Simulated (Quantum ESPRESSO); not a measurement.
**Band energies of MgS**

```
CELL_PARAMETERS angstrom
      0.00000     2.82619     2.82619
      2.82619     0.00000     2.82619
      2.82619     2.82619     0.00000
ATOMIC_POSITIONS crystal
  Mg 0.00000 0.00000 0.00000
  S  0.25000 0.25000 0.25000
```

PBEsol (pw.x of Quantum ESPRESSO, ONCV potentials, no spin-orbit coupling); path ΓXWKΓLUWLK,UX; energies in eV from the valence-band maximum.

| k (1/Å) | point | band 4 | band 5 | band 6 | band 7 | band 8 | band 9 | band 10 | band 11 |
|---|---|---|---|---|---|---|---|---|---|
| 0.00 | Γ | -40.43 | -11.29 | 0.00 | 0.00 | 0.00 | 3.31 | 7.85 | 7.85 |
| 0.33 |  | -40.43 | -11.12 | -0.93 | -0.26 | -0.26 | 4.49 | 7.12 | 8.45 |
| 0.78 |  | -40.43 | -10.58 | -2.45 | -0.87 | -0.87 | 4.35 | 5.89 | 9.45 |
| 1.11 | X | -40.43 | -10.36 | -2.87 | -1.05 | -1.05 | 3.71 | 5.54 | 11.06 |
| 1.22 |  | -40.43 | -10.36 | -2.84 | -1.12 | -1.09 | 3.83 | 5.66 | 10.85 |
| 1.56 |  | -40.43 | -10.35 | -2.44 | -1.75 | -1.34 | 5.15 | 7.21 | 8.77 |
| 1.67 | W | -40.43 | -10.35 | -2.33 | -1.88 | -1.37 | 5.39 | 7.89 | 8.06 |
| 2.06 | K | -40.43 | -10.37 | -2.53 | -1.93 | -0.83 | 4.68 | 6.88 | 9.49 |
| 2.49 |  | -40.43 | -10.64 | -2.43 | -1.33 | -0.31 | 6.35 | 6.62 | 7.79 |
| 2.81 |  | -40.43 | -11.02 | -1.49 | -0.48 | -0.07 | 4.93 | 7.36 | 8.04 |
| 3.24 | Γ | -40.43 | -11.29 | 0.00 | 0.00 | 0.00 | 3.31 | 7.85 | 7.85 |
| 3.67 |  | -40.43 | -11.03 | -1.64 | -0.15 | -0.15 | 4.72 | 7.62 | 8.11 |
| 3.99 |  | -40.43 | -10.68 | -2.92 | -0.30 | -0.30 | 5.03 | 7.67 | 7.67 |
| 4.20 | L | -40.43 | -10.59 | -3.20 | -0.33 | -0.33 | 5.00 | 7.53 | 7.53 |
| 4.40 |  | -40.43 | -10.55 | -3.11 | -0.67 | -0.41 | 5.41 | 6.85 | 7.82 |
| 4.79 |  | -40.43 | -10.39 | -2.53 | -1.93 | -0.76 | 4.91 | 7.11 | 9.09 |
| 4.88 | U | -40.43 | -10.37 | -2.53 | -1.93 | -0.83 | 4.68 | 6.88 | 9.49 |
| 5.08 |  | -40.43 | -10.36 | -2.46 | -1.89 | -1.09 | 5.04 | 7.10 | 8.94 |
| 5.28 | W | -40.43 | -10.35 | -2.33 | -1.88 | -1.37 | 5.39 | 7.89 | 8.06 |
| 5.47 |  | -40.43 | -10.39 | -2.48 | -1.83 | -1.06 | 5.52 | 7.23 | 8.19 |
| 5.87 |  | -40.43 | -10.55 | -3.11 | -0.67 | -0.41 | 5.43 | 6.82 | 7.84 |
| 6.06 | L | -40.43 | -10.59 | -3.20 | -0.33 | -0.33 | 5.00 | 7.53 | 7.53 |
| 6.15 |  | -40.43 | -10.58 | -3.18 | -0.40 | -0.35 | 5.09 | 7.33 | 7.58 |
| 6.49 |  | -40.43 | -10.46 | -2.78 | -1.50 | -0.61 | 5.41 | 6.95 | 8.73 |
| 6.74 | K | -40.43 | -10.37 | -2.53 | -1.93 | -0.83 | 4.68 | 6.88 | 9.49 |
| 6.74 | U | -40.43 | -10.37 | -2.53 | -1.93 | -0.83 | 4.68 | 6.88 | 9.49 |
| 7.14 | X | -40.43 | -10.36 | -2.87 | -1.05 | -1.05 | 3.71 | 5.54 | 11.06 |

The PBEsol gap is direct, 3.31 eV at Γ.

Geometry relaxed with PBEsol.

This is not the ordinary phase of the substance; no match was found in the copy of COD used, and its stability was not checked.
